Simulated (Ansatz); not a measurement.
input.yaml

```yaml
crystal:
  lattice:
    - [-2.265153, 2.265153, 6.471912]
    - [2.265153, -2.265153, 6.471912]
    - [2.265153, 2.265153, -6.471912]
  atoms:
    - { symbol: Ba, position: [0.0, 0.0, 0.0] }
    - { symbol: Mn, position: [0.75, 0.25, 0.5], spin: 4.0 }
    - { symbol: Mn, position: [0.25, 0.75, 0.5], spin: 4.0 }
    - { symbol: Sb, position: [0.636233, 0.636233, 0.0] }
    - { symbol: Sb, position: [0.363767, 0.363767, 0.0] }
basis:
  ecutwfc: 500
kpoints:
  mp_grid: { grid: [6, 6, 6] }
hamiltonian:
  xc: r2scan
scf:
  occupations: { method: gaussian, width: 0.1 }
  lower_state_search: "off"
output:
  forces: true
  stress: true
  eigenvalues: true
  populations: true
magnetization:
  spin_polarized: true
```

Command:
```bash
ansatz run input.yaml --threads 2 --pin off --max-ram 5120MiB --backend cpu --events-out ev --progress --plain --runs-dir out
```

Level of theory: Ansatz, DFT r2SCAN, scalar-relativistic, plane waves, PAW.

From the run's log, abridged (final results; tables in files aren't shown):

```
SCF 1 converged in 18 iterations: F = -26773.699444 eV  dr2 = 2.90e-8
this state was not tested for a lower state beside it, because the mixer in use, unlike msr1, does not test its closes by its own steps (another_mixer; see scf.mixing.algorithm and scf.lower_state_search)
SCF converged after 18 iterations
Magnetization: 8.6611 μB (39.3306 up, 30.6694 down)
Absolute magnetization: 9.0652 μB (∫|ρ↑−ρ↓|, with the PAW one-centre terms)
Spin contamination: 0.2925 ħ² per cell (⟨S²⟩ above its minimum at these occupations)
Per-site moments (μB) at R_I (Å): [(0.05976882, 1.50838176), (4.03258052, 1.11446859), (4.03258052, 1.11446859), (-0.04037974, 1.11446859), (-0.04037974, 1.11446859)]
Free energy (F): -26773.699444 eV
Harris-Foulkes:  -26773.699444 eV  (|F-HF|=4.71e-8)
Internal energy: -26773.679874 eV  (E = F + TS)
E sigma→0 (E₀):  -26773.689659 eV
Entropy (-TS):   -0.019570 eV (-3.914 meV/atom)
Fermi energy:    11.019223 eV
--- Per-component energies (eV) ---
  E_band       = -1007.372258
  E_kinetic    = 1186.496079
  E_local      = -9379.242955  (includes V_loc(G=0)·N_el)
  E_nonlocal   = 1289.295403
  E_hartree    = 4114.618728
  E_xc         = -628.570286
  E_vxc        = -671.578224  (∫ρ·V_xc dr)
  E_paw        = -17092.234286  (= ΣΔE_a)
  E_vpaw       = -1704.293637  (= ΣTr[D̂ρ^β])
  E_aug_tail   = -0.000011  (compensation charges beyond the density's cutoff)
  E_vtau       = 42.709179  (kinetic-family band-sum trace: ∫τ·v_τ [+ j·A + Jᵃ·Aᵃ] dr)
  E_ewald      = -6264.558950
  E_core_change = 0.516404  (= ΣΔE_core)
  E_smearing   = -0.019570  (= −TS)
--- Forces (eV/Å), atoms counted from 1 ---
  atom   1  Ba     0.00000000     0.00000000     0.00000000
  atom   2  Mn     0.00000000     0.00000000     0.00000000
  atom   3  Mn     0.00000000     0.00000000     0.00000000
  atom   4  Sb     0.00000000     0.00000000    -0.32875937
  atom   5  Sb     0.00000000     0.00000000     0.32875937
--- Stress (GPa, compression-positive) ---
        2.241932       0.000000       0.000000
        0.000000       2.241932       0.000000
        0.000000       0.000000       3.430850
  P = ⅓ Tr σ = 2.6382 GPa (26.382 kbar)
--- Band table (eV; the first three rows and the last of 60) ---
  k-point 0 ↑: bands = ["-74.4079", "-74.4047", "-42.0498", "-42.0455", "-41.8357", "-41.8357", "-41.8129", "-41.8129", "-18.5135", "-18.5135", "-18.5084", "-18.5084", "-18.5073", "-18.4892", "-18.4874", "-18.4809", "-18.4601", "-18.4569", "-18.4239", "-3.3370", "-3.2013", "-3.2013", "-0.3304", "1.5441", "5.3223", "6.4055", "6.4055", "6.7141", "6.7587", "7.1947", "7.1947", "7.3988", "7.7068", "7.8852", "8.3245", "8.7270", "8.7270", "11.1080", "11.3440", "11.3440", "12.6125", "13.0693", "13.3726", "14.0312", "14.6410", "14.9760", "15.3507"]
  k-point 1 ↑: bands = ["-74.4075", "-74.4051", "-42.0492", "-42.0460", "-41.8363", "-41.8295", "-41.8192", "-41.8124", "-18.5240", "-18.5137", "-18.5092", "-18.5080", "-18.5052", "-18.4878", "-18.4866", "-18.4803", "-18.4638", "-18.4575", "-18.4056", "-3.3135", "-3.2996", "-3.2579", "0.0426", "1.4825", "5.6007", "6.1689", "6.5450", "6.7283", "6.7941", "6.8983", "7.3163", "7.3895", "7.6742", "7.6921", "7.7495", "8.5019", "8.7646", "10.0250", "10.1619", "12.5355", "12.9562", "13.7009", "14.0624", "14.1991", "15.0620", "15.1229", "15.3303"]
  k-point 2 ↑: bands = ["-74.4067", "-74.4059", "-42.0481", "-42.0470", "-41.8375", "-41.8318", "-41.8171", "-41.8114", "-18.5276", "-18.5141", "-18.5106", "-18.5071", "-18.5044", "-18.4850", "-18.4850", "-18.4815", "-18.4792", "-18.4588", "-18.3734", "-3.4220", "-3.3693", "-3.2376", "0.6565", "1.4561", "5.4013", "5.7134", "6.5693", "6.8902", "6.9403", "7.1414", "7.1763", "7.3666", "7.5493", "7.5912", "7.5990", "7.9308", "8.6927", "9.1518", "9.4773", "11.0638", "13.1350", "13.4955", "14.2152", "14.5144", "14.7487", "15.7112", "16.8814"]
  k-point 29 ↓: bands = ["-68.8365", "-68.8323", "-36.3723", "-36.3659", "-36.3473", "-36.3473", "-36.3155", "-36.3155", "-18.5134", "-18.5134", "-18.5090", "-18.5037", "-18.5037", "-18.4856", "-18.4819", "-18.4810", "-18.4644", "-18.4624", "-18.3969", "-3.3740", "-3.1467", "-3.1467", "0.3461", "0.7064", "7.3680", "8.3663", "8.3663", "8.3703", "8.6393", "8.6393", "10.7511", "10.7593", "10.9241", "12.7556", "12.7556", "12.8278", "13.0357", "13.4324", "13.5064", "14.1163", "14.1163", "14.7294", "14.9701", "14.9734", "15.7191", "15.7191", "15.7794"]
--- Löwdin populations: 5 sites ---
  site symbol q [e]    m [muB]
     0     Ba      8.4258    -0.0069
     1     Mn     14.2123     4.2660
     2     Mn     14.2123     4.2660
     3     Sb     16.1664    -0.0080
     4     Sb     16.1664    -0.0080
  spilling = 0.011668 (of n_electrons = 70.000000)
```

The run converged.

It took 35 s on 2 threads of Oxide Virtual Turin-like Processor (Zen 5), with other jobs on the host, peak memory 1 GiB.

The state reached may not be the lowest one. The k mesh is coarse. Spin-orbit coupling is left out, which matters for the bands of heavy elements. Only parallel moments were tried here.